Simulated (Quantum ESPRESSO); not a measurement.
CdClOH is taken in the hexagonal space group P6₃mc (No. 186), Pearson symbol hP8. Conventional cell: a = b = 3.697 Å, c = 10.185 Å, α = β = 90.00°, γ = 120.00°. H on 2a has 1 O at 0.973 Å. O on 2a is surrounded by 1 H at 0.973 Å and 3 Cd at 2.280 Å (tetrahedral). Cl on 2b sees 3 Cd at 2.730 Å (trigonal pyramidal). Cd on 2b has 3 O at 2.280 Å and 3 Cl at 2.730 Å. (Neighbours: up to the widest gap in distance over summed covalent radii, below 1.35, at either atom; cation-cation contacts left out.)

Cell and atoms were relaxed with PBE+D3(BJ) from Materials Project entry mp-644222, within its symmetry.

Question: What does PBEsol (pw.x of Quantum ESPRESSO, ONCV potentials, scalar-relativistic) give for the electronic structure near the Fermi level?

Answer: The PBEsol gap is direct, 2.39 eV at Γ. Spin-orbit splittings are left out.
